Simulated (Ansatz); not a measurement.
BaO:
```yaml
crystal:
  lattice:
    - [0.00000, 2.78672, 2.78672]
    - [2.78672, 0.00000, 2.78672]
    - [2.78672, 2.78672, 0.00000]
  atoms:
    - { symbol: Ba, position: [0.00000, 0.00000, 0.00000] }
    - { symbol: O, position: [0.50000, 0.50000, 0.50000] }
```

Tensor components refer to the Cartesian frame of this cell.

Task: Give the high-frequency dielectric tensor and the Born effective charge tensors of the independent atoms from DFPT, PBE in the plane-wave PAW code Ansatz.

Result: 
ε∞:
```
4.18  0.00  0.00
0.00  4.18  0.00
0.00  0.00  4.18
```
Z* of atom 1 (Ba), rows: field, columns: displacement, in e:
```
2.73  0.00  0.00
0.00  2.73  0.00
0.00  0.00  2.73
```
Z* of atom 2 (O), rows: field, columns: displacement, in e:
```
-2.73   0.00   0.00
 0.00  -2.73   0.00
 0.00   0.00  -2.73
```

Static charges for comparison (Bader): Ba1 +1.43, O2 -1.43 e. Born charges measure polarisation by displacement and can exceed these by far.

Space group Fm-3m (rock salt). Symmetry was held in the PBE relaxation; phonons on a q-mesh show no instability. Spin–orbit coupling is left out wherever it is not named.

Potentials: the later of the program's two PAW sets.
